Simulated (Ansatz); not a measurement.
Al₂O₃ (corundum, R-3c), plane-wave PAW r²SCAN (Ansatz code), all energies at zero smearing, with the estimated change up to a 700 eV cutoff added, with one set of potentials and settings (totals compare only within such a set). Cell of 10 atoms (4 Al, 6 O): -5590.650 eV.

```json
[
 {"element": "Al", "reference phase": "Fm-3m, 1 atoms in the cell", "E (eV/atom)": "-540.4083"},
 {"element": "O", "reference phase": "C2/m, 4 atoms in the cell, spin-polarised", "E (eV/atom)": "-566.0281"}
]
```

Formation energy per atom, worked out: (-5590.650 − 4×(-540.4083) − 6×(-566.0281))/10 = -3.285 eV/atom (-317 kJ per mol of atoms), at 0 K, without zero-point energy or fitted corrections.

The r²SCAN relaxation kept the symmetry of its start. The references are the lowest solids computed at this level, not always the standard phases (solids in place of the gases).

Potentials: the later of the program's two PAW sets.
